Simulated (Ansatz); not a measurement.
AgAu in space group R-3m (No. 166; Ag on 3a, Au on 3b) under volume change, plane-wave PAW PBEsol (Ansatz code), shape and atoms relaxed at each volume.

```json
[
 {"V (Å³/atom)": "15.275", "E − E(relaxed) (meV/atom)": "77.1", "P (GPa)": "18.19"},
 {"V (Å³/atom)": "15.778", "E − E(relaxed) (meV/atom)": "31.9", "P (GPa)": "10.87"},
 {"V (Å³/atom)": "16.282", "E − E(relaxed) (meV/atom)": "7.4", "P (GPa)": "4.88"},
 {"V (Å³/atom)": "16.785", "E − E(relaxed) (meV/atom)": "0.0", "P (GPa)": "0.00"},
 {"V (Å³/atom)": "17.289", "E − E(relaxed) (meV/atom)": "6.5", "P (GPa)": "-3.98"},
 {"V (Å³/atom)": "17.793", "E − E(relaxed) (meV/atom)": "24.2", "P (GPa)": "-7.20"},
 {"V (Å³/atom)": "18.296", "E − E(relaxed) (meV/atom)": "51.1", "P (GPa)": "-9.81"}
]
```

Question: What does a third-order Birch–Murnaghan fit give for V₀, B₀ and B′?

Answer: V₀ = 16.79 Å³/atom, B₀ = 147 GPa, B′ = 5.8.

The workflow started from a Materials Project entry (that database holds measured and hypothetical structures alike); the Crystallography Open Database copy checked does not list it. With Ag and Au taken as one species the cell has the higher symmetry Fm-3m, so it may be an ordered model of a mixed-site phase. Whether it is the stable phase at ambient conditions was not checked. Symmetry was held in the PBEsol relaxation; whether a distortion lowers the energy is not shown. No spin polarisation was allowed. Scalar-relativistic: spin–orbit coupling is off unless named, which matters more the heavier the elements.

Potentials: the later of the program's two PAW sets.
